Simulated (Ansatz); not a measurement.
Nb2O5 in space group C2/m (No. 12; Pearson symbol mS112), r²SCAN in the plane-wave PAW code Ansatz, all energies at zero smearing, with the estimated change up to a 700 eV cutoff added, with one set of potentials and settings (totals compare only within such a set). Cell of 56 atoms (16 Nb, 40 O): -95819.634 eV.

```tsv
element	reference phase	E (eV/atom)
Nb	Im-3m, 1 atoms in the cell	-4563.6587
O	C2/m, 4 atoms in the cell, spin-polarised	-566.0346
```

Formation energy per atom, worked out: (-95819.634 − 16×(-4563.6587) − 40×(-566.0346))/56 = -2.852 eV/atom (-275 kJ per mol of atoms), at 0 K, without zero-point energy or fitted corrections.

The first step of the workflow began from a Materials Project structure, measured or hypothetical; the Crystallography Open Database copy checked does not list it. COD files the formula under space group No. 3, 15, 139. Its standing as an ambient phase is unchecked. Symmetry was held in the r²SCAN relaxation; whether a distortion lowers the energy is not shown. No spin polarisation was allowed. The references are the lowest solids computed at this level, not always the standard phases (solids in place of the gases).

Potentials: the earlier of the program's two PAW sets.
